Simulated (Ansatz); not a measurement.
Input, command and steps of an Ansatz relaxation.

```yaml
crystal:
  lattice:
    - [4.079714763, 0.0, 0.0]
    - [0.0, 4.079714763, 0.0]
    - [0.0, 0.0, 11.7650152761]
  atoms:
    - { symbol: Ba, position: [0.0, 0.5, 0.125] }
    - { symbol: Ba, position: [0.0, 0.5, 0.625] }
    - { symbol: Ba, position: [0.5, 0.0, 0.375] }
    - { symbol: Ba, position: [0.5, 0.0, 0.875] }
    - { symbol: Mo, position: [0.0, 0.0, 0.0] }
    - { symbol: Mo, position: [0.5, 0.5, 0.5] }
basis:
  ecutwfc: 420
kpoints:
  mp_grid: { grid: [4, 4, 2] }
hamiltonian:
  xc: pbe
scf:
  occupations: { method: gaussian, width: 0.1 }
  lower_state_search: "off"
output:
  forces: true
  stress: true
  eigenvalues: true
relax:
  adjacent_minimum: "off"
  f_tol: 0.04
  max_steps: 70
  cell: { stress_tol: 0.4 }
```

```bash
ansatz run input.yaml --threads 1 --pin off --max-ram 2560MiB --backend cpu --events-out ev --progress --plain --runs-dir out
```

Level of theory: DFT PBE, scalar-relativistic, plane waves, PAW (Ansatz).

Of 16 frames 10 are shown, positions in Å and forces in eV/Å; the SCF threshold varies from step to step. Steps run on the plane waves of an earlier cell, with a Pulay correction in the pressure. The basis is chosen afresh for the last frame, the zero of the energies, and at times for earlier ones too; energy and pressure step there, also at an unchanged geometry. Here that happened at step 13 (-17 meV/atom, 0.7 GPa); the frames before carry an error of that size.

```xyz
6
Lattice="4.0797 0.0000 0.0000 0.0000 4.0797 0.0000 0.0000 0.0000 11.7650" Properties=species:S:1:pos:R:3:forces:R:3 pbc="T T T" step=1 free_energy_over_end_meV_per_atom=370.19 pressure_GPa=8.45
Ba    0.0000    2.0399    1.4706    0.0000    0.0000    1.2394
Ba    0.0000    2.0399    7.3531    0.0000    0.0000    1.2394
Ba    2.0399    0.0000    4.4119    0.0000    0.0000   -1.2394
Ba    2.0399    0.0000   10.2944    0.0000    0.0000   -1.2394
Mo    0.0000    0.0000    0.0000    0.0000    0.0000    0.0000
Mo    2.0399    2.0399    5.8825    0.0000    0.0000    0.0000
6
Lattice="4.4820 0.0000 0.0000 0.0000 4.4820 0.0000 0.0000 0.0000 11.9278" Properties=species:S:1:pos:R:3:forces:R:3 pbc="T T T" step=3 free_energy_over_end_meV_per_atom=202.49 pressure_GPa=-0.25
Ba    0.0000    2.2410    1.4515    0.0000    0.0000    0.0213
Ba    0.0000    2.2410    7.4154    0.0000    0.0000    0.0213
Ba    2.2410    0.0000    4.5124    0.0000    0.0000   -0.0213
Ba    2.2410    0.0000   10.4763    0.0000    0.0000   -0.0213
Mo    0.0000    0.0000    0.0000    0.0000    0.0000    0.0000
Mo    2.2410    2.2410    5.9639    0.0000    0.0000    0.0000
6
Lattice="4.5906 0.0000 0.0000 0.0000 4.5906 0.0000 0.0000 0.0000 11.3543" Properties=species:S:1:pos:R:3:forces:R:3 pbc="T T T" step=4 free_energy_over_end_meV_per_atom=173.65 pressure_GPa=-0.45
Ba    0.0000    2.2953    1.3837    0.0000    0.0000    0.0326
Ba    0.0000    2.2953    7.0609    0.0000    0.0000    0.0326
Ba    2.2953    0.0000    4.2934    0.0000    0.0000   -0.0326
Ba    2.2953    0.0000    9.9706    0.0000    0.0000   -0.0326
Mo    0.0000    0.0000    0.0000    0.0000    0.0000    0.0000
Mo    2.2953    2.2953    5.6772    0.0000    0.0000    0.0000
6
Lattice="4.7422 0.0000 0.0000 0.0000 4.7422 0.0000 0.0000 0.0000 10.2040" Properties=species:S:1:pos:R:3:forces:R:3 pbc="T T T" step=6 free_energy_over_end_meV_per_atom=109.61 pressure_GPa=-0.33
Ba    0.0000    2.3711    1.2875    0.0000    0.0000    0.0923
Ba    0.0000    2.3711    6.3896    0.0000    0.0000    0.0923
Ba    2.3711    0.0000    3.8145    0.0000    0.0000   -0.0923
Ba    2.3711    0.0000    8.9165    0.0000    0.0000   -0.0923
Mo    0.0000    0.0000    0.0000    0.0000    0.0000    0.0000
Mo    2.3711    2.3711    5.1020    0.0000    0.0000    0.0000
6
Lattice="4.8897 0.0000 0.0000 0.0000 4.8897 0.0000 0.0000 0.0000 9.0319" Properties=species:S:1:pos:R:3:forces:R:3 pbc="T T T" step=8 free_energy_over_end_meV_per_atom=45.49 pressure_GPa=-0.13
Ba    0.0000    2.4448    1.1973    0.0000    0.0000    0.1347
Ba    0.0000    2.4448    5.7133    0.0000    0.0000    0.1347
Ba    2.4448    0.0000    3.3186    0.0000    0.0000   -0.1347
Ba    2.4448    0.0000    7.8345    0.0000    0.0000   -0.1347
Mo    0.0000    0.0000    0.0000    0.0000    0.0000    0.0000
Mo    2.4448    2.4448    4.5159    0.0000    0.0000    0.0000
6
Lattice="4.9335 0.0000 0.0000 0.0000 4.9335 0.0000 0.0000 0.0000 8.4645" Properties=species:S:1:pos:R:3:forces:R:3 pbc="T T T" step=9 free_energy_over_end_meV_per_atom=26.14 pressure_GPa=0.20
Ba    0.0000    2.4668    1.1696    0.0000    0.0000    0.1145
Ba    0.0000    2.4668    5.4018    0.0000    0.0000    0.1145
Ba    2.4668    0.0000    3.0627    0.0000    0.0000   -0.1145
Ba    2.4668    0.0000    7.2949    0.0000    0.0000   -0.1145
Mo    0.0000    0.0000    0.0000    0.0000    0.0000    0.0000
Mo    2.4668    2.4668    4.2323    0.0000    0.0000    0.0000
6
Lattice="4.9571 0.0000 0.0000 0.0000 4.9571 0.0000 0.0000 0.0000 8.0148" Properties=species:S:1:pos:R:3:forces:R:3 pbc="T T T" step=11 free_energy_over_end_meV_per_atom=24.56 pressure_GPa=0.78
Ba    0.0000    2.4786    1.1882    0.0000    0.0000   -0.0795
Ba    0.0000    2.4786    5.1956    0.0000    0.0000   -0.0795
Ba    2.4786    0.0000    2.8192    0.0000    0.0000    0.0795
Ba    2.4786    0.0000    6.8266    0.0000    0.0000    0.0795
Mo    0.0000    0.0000    0.0000    0.0000    0.0000    0.0000
Mo    2.4786    2.4786    4.0074    0.0000    0.0000    0.0000
6
Lattice="4.9755 0.0000 0.0000 0.0000 4.9755 0.0000 0.0000 0.0000 8.1980" Properties=species:S:1:pos:R:3:forces:R:3 pbc="T T T" step=13 free_energy_over_end_meV_per_atom=4.44 pressure_GPa=0.77
Ba    0.0000    2.4877    1.1762    0.0000    0.0000    0.0005
Ba    0.0000    2.4877    5.2751    0.0000    0.0000    0.0005
Ba    2.4877    0.0000    2.9228    0.0000    0.0000   -0.0005
Ba    2.4877    0.0000    7.0218    0.0000    0.0000   -0.0005
Mo    0.0000    0.0000    0.0000    0.0000    0.0000    0.0000
Mo    2.4877    2.4877    4.0990    0.0000    0.0000    0.0000
6
Lattice="5.0279 0.0000 0.0000 0.0000 5.0279 0.0000 0.0000 0.0000 8.1030" Properties=species:S:1:pos:R:3:forces:R:3 pbc="T T T" step=14 free_energy_over_end_meV_per_atom=0.88 pressure_GPa=0.41
Ba    0.0000    2.5140    1.1630    0.0000    0.0000    0.0385
Ba    0.0000    2.5140    5.2145    0.0000    0.0000    0.0385
Ba    2.5140    0.0000    2.8885    0.0000    0.0000   -0.0385
Ba    2.5140    0.0000    6.9399    0.0000    0.0000   -0.0385
Mo    0.0000    0.0000    0.0000    0.0000    0.0000    0.0000
Mo    2.5140    2.5140    4.0515    0.0000    0.0000    0.0000
6
Lattice="5.0834 0.0000 0.0000 0.0000 5.0834 0.0000 0.0000 0.0000 8.0678" Properties=species:S:1:pos:R:3:forces:R:3 pbc="T T T" step=16 free_energy_over_end_meV_per_atom=0.00 pressure_GPa=-0.17
Ba    0.0000    2.5417    1.1752    0.0000    0.0000   -0.0255
Ba    0.0000    2.5417    5.2091    0.0000    0.0000   -0.0255
Ba    2.5417    0.0000    2.8586    0.0000    0.0000    0.0255
Ba    2.5417    0.0000    6.8925    0.0000    0.0000    0.0255
Mo    0.0000    0.0000    0.0000    0.0000    0.0000    0.0000
Mo    2.5417    2.5417    4.0339    0.0000    0.0000    0.0000
```

The start puts this composition into another compound's structure type, which needn't suit it. At the end the space group is P4_2/nmc (tolerance 0.05 Å).

Time: 81 s on 1 thread of Intel(R) Xeon(R) 6975P-C (Granite Rapids), with other jobs on the host, peak memory 0.53 GiB.

The k mesh is coarse.